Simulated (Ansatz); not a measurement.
**Two Ansatz runs on ReP₂**

The cell is built from the fluorite type as a first guess.

First run: DFT, PBE, PAW with Ansatz's default frozen-core files, scalar-relativistic (Ansatz 0.2.0).

Command: `ansatz run input.yaml --threads 1 --pin off --max-ram 3072MiB --backend cpu --events-out ev --progress --plain --runs-dir out` The run took 11 s on 1 thread of Intel(R) Xeon(R) Platinum 8488C (Sapphire Rapids), on a shared host.

```yaml
crystal:
  lattice:
    - [0.0, 2.7733590592, 2.7733590592]
    - [2.7733590592, 0.0, 2.7733590592]
    - [2.7733590592, 2.7733590592, 0.0]
  atoms:
    - { symbol: Re, position: [0.0, 0.0, 0.0] }
    - { symbol: P, position: [0.25, 0.25, 0.25] }
    - { symbol: P, position: [0.75, 0.75, 0.75] }
kpoints:
  mp_grid: { grid: [11, 11, 11] }
scf:
  occupations: { method: fermi_dirac, width: 0.03 }
hamiltonian:
  xc: pbe
  pseudopotentials: { kind: paw }
output:
  forces: true
  stress: true
relax:
  f_tol: 0.005
  max_steps: 80
  cell: {}
```

Result: converged; relaxed volume 15.806 Å³/atom; 43 SCF iterations in all.

Spin polarisation is left out, and whether a magnetic state lies lower isn't shown here.

Spin–orbit coupling is left out, though it moves levels of the heavy atoms by tenths of an eV or more.

The input is then changed:

```diff
@@ -12,7 +12,8 @@
 scf:
   occupations: { method: fermi_dirac, width: 0.03 }
+  convergence: { dr2_threshold: 1.0e-09 }
 hamiltonian:
   xc: pbe
-  pseudopotentials: { kind: paw }
+  pseudopotentials: { kind: paw_fr }
 output:
   forces: true
@@ -22,3 +23,6 @@
   max_steps: 80
   cell: {}
+magnetization:
+  noncollinear: true
+  spin_orbit: true
```

(1) What does the second run give?

Answers

(1) It converged; relaxed volume 15.821 Å³/atom; 29 SCF iterations in all.
